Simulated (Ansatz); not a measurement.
Here is the system:

C:
```cif
data_C2
_chemical_formula_sum 'C2'
_space_group_name_H-M_alt 'P 1'
_space_group_IT_number 1
_cell_length_a 2.51509
_cell_length_b 2.51509
_cell_length_c 2.51509
_cell_angle_alpha 60.000
_cell_angle_beta 60.000
_cell_angle_gamma 60.000
loop_
_space_group_symop_operation_xyz
  'x, y, z'
loop_
_atom_site_label
_atom_site_type_symbol
_atom_site_fract_x
_atom_site_fract_y
_atom_site_fract_z
_atom_site_occupancy
C1 C 0.75000 0.75000 0.75000 1
C2 C 0.50000 0.50000 0.50000 1
```

This is the PBE+D3(BJ)-relaxed structure.

All from PBE+D3(BJ) (plane waves, PAW; program Ansatz), unless another level is named. Give the highest zone-centre frequency.

1306 cm^-1.

Predict the zero-point energy.

181.3 meV/atom.

Give the vibrational entropy at 300 K.

2.4 J/(K·mol of atoms).

Space group Fd-3m (diamond). The PBE+D3(BJ) relaxation kept the symmetry of its start; phonons on a q-mesh show no instability. The volume moved by -27 % from the start of the relaxation.

Potentials: the later of the program's two PAW sets.
